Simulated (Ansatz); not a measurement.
Cs (bcc, W type), conventional cell a = b = c = 6.2752 Å, α = β = γ = 90.00°. The calculation uses the primitive cell of 1 atom, to which meshes and values per cell refer.

The relaxed cell is deformed in two ways at once: its volume V is scaled, and at that volume it is stretched along z (the c axis of the conventional cell) so that c/a changes. Fractional atomic positions are held.

All values below come from r2SCAN (plane waves to 500 eV, PAW, scalar-relativistic; Ansatz, an electronic-structure program). k mesh 11×11×11 (Γ-centred), Fermi-Dirac smearing 0.05 eV. E stands for the smeared free energy. With partly filled bands, the response to shear is sensitive to the k mesh, so small differences along c/a are uncertain. Cs was relaxed with its symmetry unable to fall. The relaxed volume of Cs is well above the measured one; the method has no dispersion term. ΔE is measured from the relaxed starting cell.

Give the computed ΔE (eV/atom) at all points of the grid V/V₀ = 0.920, 0.960, 1.000, 1.040, 1.080 by (c/a)/(c/a)₀ = 0.880, 0.940, 1.000, 1.060, 1.120.

ΔE (eV/atom), with V/V₀ across and (c/a)/(c/a)₀ down:

```tsv
(c/a)/(c/a)₀ \ V/V₀	0.920	0.960	1.000	1.040	1.080
0.880	0.009	0.005	0.004	0.005	0.008
0.940	0.006	0.002	0.001	0.002	0.005
1.000	0.005	0.001	0.000	0.001	0.004
1.060	0.005	0.001	0.000	0.002	0.005
1.120	0.006	0.002	0.001	0.002	0.005
```

(A scan under strain: stresses follow from slopes of the energy per volume, elastic moduli from its curvatures.)
